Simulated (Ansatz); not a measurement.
# Is this RbCd structure stable?

The cell was found from a structure generator's guess, not taken from experiment.

These are results of DFT PBE, scalar-relativistic, plane waves, PAW in Ansatz 0.2.0, not measurements. Settings of the last relaxation (2-atom cell): 420 eV, 12×12×12 k points, Gaussian smearing of 0.10 eV, no spin polarisation.

```cif
data_structure
_symmetry_space_group_name_H-M 'P 1'
_symmetry_Int_Tables_number 1
_cell_length_a 4.5577
_cell_length_b 4.5577
_cell_length_c 4.5577
_cell_angle_alpha 90.000
_cell_angle_beta 90.000
_cell_angle_gamma 90.000
_cell_volume 94.68
loop_
_atom_site_label
_atom_site_type_symbol
_atom_site_fract_x
_atom_site_fract_y
_atom_site_fract_z
_atom_site_occupancy
Rb1 Rb 0.00000 0.00000 0.00000 1
Cd1 Cd 0.50000 0.50000 0.50000 1
```

The zero of energy is the elements' standard structures at the same level; no fitted shifts are applied.

Question: These tests were run: energy against the elements; phonons on a 2×2×2 q mesh; elastic tensor. What do they show?

Answer:

```tsv
test	result
energy against the elements	+0.03 eV/atom
phonons on a 2×2×2 q mesh	imaginary modes down to 14i cm⁻¹
elastic tensor	least eigenvalue 3 GPa
```

It fails one test: energy against the elements. It may still be a metastable minimum. Undecided within the accuracy: phonons on a 2×2×2 q mesh and elastic tensor.

For metals, differences of a few meV/atom aren't resolved. The run for the phonons used a 12×12×12 k mesh and Fermi–Dirac smearing of 0.15 eV. The run for the elastic tensor used a 12×12×12 k mesh and Fermi–Dirac smearing of 0.15 eV.
